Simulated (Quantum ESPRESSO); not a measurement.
pw.x input (Quantum ESPRESSO 7.5; PBEsol, PseudoDojo standard norm-conserving files, scalar-relativistic):

```
&CONTROL
  calculation = 'scf'
  pseudo_dir = './pseudo'
  outdir = './out'
  tprnfor = .true.
  tstress = .true.
/
&SYSTEM
  ibrav = 0
  nat = 4
  ntyp = 1
  ecutwfc = 36.0
  ecutrho = 144.0
  occupations = 'smearing'
  smearing = 'fd'
  degauss = 0.002
  nbnd = 12
/
&ELECTRONS
  conv_thr = 4e-10
/
ATOMIC_SPECIES
Si 28.0850 Si.upf
CELL_PARAMETERS angstrom
  3.825874375368   0.000000000000   0.000000000000
 -1.912937187684   3.313304400757   0.000000000000
  0.000000000000   0.000000000000   6.315196098000
ATOMIC_POSITIONS crystal
Si   0.333333333000   0.666666667000   0.062846253200
Si   0.666666666333   0.333333333667   0.937153746800
Si   0.666666666333   0.333333333667   0.562846253200
Si   0.333333333000   0.666666667000   0.437153746800
K_POINTS automatic
9 9 4 0 0 0
```

End of the output:

```
     total energy              =     -33.84922710 Ry
     estimated scf accuracy    <       0.00000098 Ry
     total energy              =     -33.84922808 Ry
     estimated scf accuracy    <       0.00000007 Ry
     total energy              =     -33.84922809 Ry
     estimated scf accuracy    <          4.9E-09 Ry
[...]
     the Fermi energy is     6.5874 ev
!    total energy              =     -33.84922809 Ry
     estimated scf accuracy    <          8.7E-11 Ry
     smearing contrib. (-TS)   =      -0.00000144 Ry
     internal energy E=F+TS    =     -33.84922665 Ry
     The total energy is F=E-TS. E is the sum of the following terms:
     one-electron contribution =       9.80964028 Ry
     hartree contribution      =       2.19152788 Ry
     xc contribution           =     -12.29840234 Ry
     ewald contribution        =     -33.55199247 Ry
     convergence has been achieved in   7 iterations
     Forces acting on atoms (cartesian axes, Ry/au):
     atom    1 type  1   force =     0.00000000    0.00000000    0.00023500
     atom    2 type  1   force =    -0.00000000   -0.00000000   -0.00023500
     atom    3 type  1   force =    -0.00000000   -0.00000000    0.00023500
     atom    4 type  1   force =     0.00000000    0.00000000   -0.00023500
     Total force =     0.000470     Total SCF correction =     0.000003
     Computing stress (Cartesian axis) and pressure
          total   stress  (Ry/bohr**3)                   (kbar)     P=       -0.51
  -0.00000793   0.00000000   0.00000000           -1.17        0.00        0.00
   0.00000000  -0.00000793   0.00000000            0.00       -1.17        0.00
   0.00000000   0.00000000   0.00000545            0.00        0.00        0.80
```
In a gapped system the printed Fermi energy is only some level inside the gap.

Geometry relaxed with PBEsol.
